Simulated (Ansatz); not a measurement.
Given:

Zr2N:
```
Zr2N
1.0
    5.33172     0.00000     0.00000
    0.00000     5.33172     0.00000
    0.00000     0.00000     3.25255
Zr N
4 2
Cartesian
  1.57851   1.57851   0.00000
  3.75321   3.75321   0.00000
  1.08735   4.24438   1.62628
  4.24438   1.08735   1.62628
  0.00000   0.00000   0.00000
  2.66586   2.66586   1.62628
```

This is the LDA-relaxed structure.

Question: All from plane-wave PAW LDA (Ansatz code), unless another level is named. Give the electronic character.

Answer: metallic (no gap).

Question: What about the density of states at the Fermi level?

Answer: 0.52 states/eV per atom (mean over ±0.08 eV).

Question: And the formation energy from the elements (no fitted shifts)?

Answer: -1.49 eV/atom.

Space group P4_2/mnm (anti-rutile). The first step of the workflow began from a Materials Project structure, measured or hypothetical; the Crystallography Open Database copy checked does not list it. Its standing as an ambient phase is unchecked. The LDA relaxation kept the symmetry of its start; of distortions, only those at the zone centre were tested. The run is not spin-polarised. The references are the lowest solids computed at this level, not always the standard phases (solids in place of the gases). Spin–orbit coupling is left out wherever it is not named.

Potentials: the later of the program's two PAW sets.
